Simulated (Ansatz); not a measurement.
ScOF:
Space group P4/nmm, origin choice 1 (No. 129); a = b = 3.5776 Å, c = 5.0946 Å, α = β = γ = 90.00°

```json
[
 {"atom": "Sc", "site": "2c", "symmetry": "4mm", "x": "0.0000", "y": "0.5000", "z": "0.2928"},
 {"atom": "O", "site": "2b", "symmetry": "-4m2", "x": "0.5000", "y": "0.5000", "z": "0.5000"},
 {"atom": "F", "site": "2a", "symmetry": "-4m2", "x": "0.0000", "y": "0.0000", "z": "0.0000"}
]
```

Relaxed with PBEsol. PBEsol (plane waves, PAW; program Ansatz) gives a gap of 4.42 eV.

Problem. What gap does HSE06 give on the same cell (Ansatz, PAW)?

Solution. 6.34 eV, 1.92 eV more. The hybrid was solved on a coarser mesh and at special points; the gap given is the minimum over both.

```tsv
k	v1 PBEsol	c1 PBEsol	v1 HSE06	c1 HSE06
Γ	-0.24	4.42	-0.24	6.34
Z	-0.12	4.56	…	…
M	-0.22	4.59	…	…
A	-0.28	4.77	-0.27	6.66
R	-1.32	4.96	…	…
X	-0.70	4.73	…	…
```

Problem. Top valence (v1) and lowest conduction level (c1) in eV from each method's valence maximum (which need not be a listed point): supply the withheld HSE06 values.

Solution. 
- Z, v1 HSE06: -0.13
- Z, c1 HSE06: 6.50
- M, v1 HSE06: -0.22
- M, c1 HSE06: 6.43
- R, v1 HSE06: -1.47
- R, c1 HSE06: 6.88
- X, v1 HSE06: -0.87
- X, c1 HSE06: 6.59

Cost on shared cores: the PBEsol run (SCF on a 8×8×6 mesh, then bands and DOS) roughly 50 core-seconds, the HSE06 run (SCF on 5×5×3, then a few points) about 2.3 core-minutes (a rough figure); the tasks are unlike.

The workflow started from a Materials Project entry (that database holds measured and hypothetical structures alike); the Crystallography Open Database copy checked does not list it. Its standing as an ambient phase is unchecked. Symmetry was held in the PBEsol relaxation. At this level the phase is dynamically unstable (imaginary phonons). No spin polarisation was allowed.

Potentials: the later of the program's two PAW sets.
